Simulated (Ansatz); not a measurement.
## A run on InSe2 that went wrong

The input below was meant for crystalline InSe2, with PBE, plane waves and PAW in Ansatz.

```yaml
crystal:
  lattice:
    - [2.0610877931, 0.0, 0.0]
    - [0.0, 2.0610877931, 0.0]
    - [0.0, 0.0, 5.0939800419]
  atoms:
    - { symbol: In, position: [0.0, 0.5, 0.706468] }
    - { symbol: In, position: [0.5, 0.0, 0.293532] }
    - { symbol: Se, position: [0.0, 0.5, 0.366212] }
    - { symbol: Se, position: [0.5, 0.0, 0.633788] }
    - { symbol: Se, position: [0.0, 0.0, 0.0] }
    - { symbol: Se, position: [0.5, 0.5, 0.0] }
basis:
  ecutwfc: 420
kpoints:
  mp_grid: { grid: [10, 10, 4] }
hamiltonian:
  xc: pbe
scf:
  occupations: { method: gaussian, width: 0.1 }
  max_iter: 67
output:
  forces: true
  stress: true
  eigenvalues: true
```

Command:

```bash
ansatz run input.yaml --threads 1 --pin off --max-ram 2560MiB --backend cpu --events-out ev --progress --plain --runs-dir out
```

From the log (HF is the Harris–Foulkes energy, dr2 the density residual in eV):

```text
Pseudopotential: In, paw, valence charge 13, recommended cutoff 420 eV (normal)
Pseudopotential: Se, paw, valence charge 16, recommended cutoff 420 eV (normal)
Crystal: 6 atoms, lattice volume = 21.640 Å³
Basis set: ecut = 420 eV, 429 PW (Γ), exchange–correlation on 30×30×72 points (8 copies of the dense FFT grid, shifted against one another)
Bands: 54, of which v1, the nominal top of the filled ones, is band 45 counted from 1 (44 counted from 0)
Symmetry: 16 space group operations
Space group: P4/nmm (ITA 129), of the structure as read, at distance tolerance 2.8e-5 Å
k-points: 63 of 400
Initial density: superposition of atomic densities, corrected by the library's trained network
SCF iter   1: HF=-32630.787211 eV  Δρ=1.45e0  dr2=1.62e2
SCF iter   2: HF=-32584.259748 eV  Δρ=8.56e-1  dr2=6.18e1
SCF iter   3: HF=-32561.843471 eV  Δρ=1.75e-1  dr2=4.16e0
SCF iter   4: HF=-32560.202097 eV  Δρ=4.09e-2  dr2=1.01e-1
   ...
SCF iter  10: HF=-32560.806996 eV  Δρ=1.49e-4  dr2=2.93e-6
SCF iter  11: HF=-32560.807036 eV  Δρ=3.70e-5  dr2=2.15e-7
SCF iter  12: F=-32560.807036 eV  HF=-32560.807036 eV  Δρ=5.59e-6  dr2=1.01e-8
SCF 1 converged in 12 iterations: F = -32560.807036 eV  dr2 = 1.01e-8
SCF converged after 12 iterations
Free energy (F): -32560.807036 eV
E sigma→0 (E₀):  -32560.803311 eV
Entropy (-TS):   -0.007450 eV (-1.242 meV/atom)
Fermi energy:    84.356983 eV
--- Forces (eV/Å), atoms counted from 1 ---
  atom   1  In     0.00000000     0.00000000    37.73266247
  atom   2  In     0.00000000     0.00000000   -37.73266247
  atom   3  Se    -0.00000000     0.00000000    41.47188844
  atom   4  Se    -0.00000000     0.00000000   -41.47188844
  atom   5  Se     0.00000000     0.00000000    -0.00000000
  atom   6  Se     0.00000000     0.00000000    -0.00000000
--- Stress (GPa, compression-positive) ---
     7984.077820       0.000000       0.000000
        0.000000    7984.077820       0.000000
        0.000000       0.000000    5248.203641
  P = ⅓ Tr σ = 7072.1198 GPa (70721.198 kbar)
```

Task: The run finished without an error. What is wrong all the same?

Result: The fault is lattice vectors converted from bohr twice. Every length is 0.529 of its true value, so the cell is crushed to 15 % of its volume. The cure is the vectors in angstrom.

The change to the input (which also takes the iteration limit of the reference run):

```diff
 crystal:
   lattice:
-    - [2.0610877931, 0.0, 0.0]
-    - [0.0, 2.0610877931, 0.0]
-    - [0.0, 0.0, 5.0939800419]
+    - [3.894893, 0.0, 0.0]
+    - [0.0, 3.894893, 0.0]
+    - [0.0, 0.0, 9.626231]
 scf:
-  max_iter: 67
```

With the mended input the run converges and gives a pressure of -0.10 GPa, a largest force of 0.055 eV/Å, no gap. The faulty run's energy lay 85.39 eV per atom higher.

The mended run took 44 s on 1 thread of Arm Neoverse V1, on a shared host, peak memory 0.59 GiB.